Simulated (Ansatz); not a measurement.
The elements of this relaxed trial crystal are hidden behind letters.

```
lattice vectors (Å)
   4.9969    0.0000    0.0000
   0.0000    3.8383    0.0000
  -0.8707    0.0000    5.2474
fractional positions
X 0.5950 0.5000 0.5045
Z 0.0959 0.0000 0.3103
Z 0.1441 0.5000 0.9283
Z 0.5154 0.0000 0.9631
Q 0.7219 0.0000 0.2939
```

Computed with DFT PBE, scalar-relativistic, plane waves, PAW (Ansatz). Settings of the last relaxation (5-atom cell): 420 eV, 8×10×8 k points, Gaussian smearing of 0.10 eV, no spin polarisation.

| Property | Result |
| --- | --- |
| Space group | Pm (No. 6) |
| Conventional cell | a = 4.997 Å, b = 3.838 Å, c = 5.319 Å, β = 99.4° |
| Volume per atom | 20.13 Å³ |
| Density | 4.49 g/cm³ |
| Formation energy | −0.19 eV/atom |
| Gap on the 8×10×8 mesh of the 5-atom cell | 0 eV (a metal) |

Energies are uncorrected and count from the elements' standard states at the same level.

Q: X is an s-block element of period 4, Z is a p-block element of period 4 and Q is a p-block element of period 2. Which elements are they?

A: X = Ca, Z = Ge, Q = N, so the formula is CaGe3N. Density times volume gives a mean mass of 4.49 × 20.13/1.6605 = 54.4 u per atom, and this set has 54.4 u. Among the elements that the hints allow, noble gases aside, only these give it. Around Ca lie 2 N at 2.36 Å and 11 Ge at 3.18–3.49 Å; around Ge on its first site lie 1 N at 1.86 Å, 2 Ge at 2.83 Å, 2 Ge at 3.01–3.17 Å, 1 N at 3.14 Å and 2 Ca at 3.18 Å; N is surrounded by 2 Ge at 1.86–1.89 Å and 2 Ca at 2.36 Å; 2 more sites not described.

Symmetry constrained the relaxation, so the result can be a saddle point.
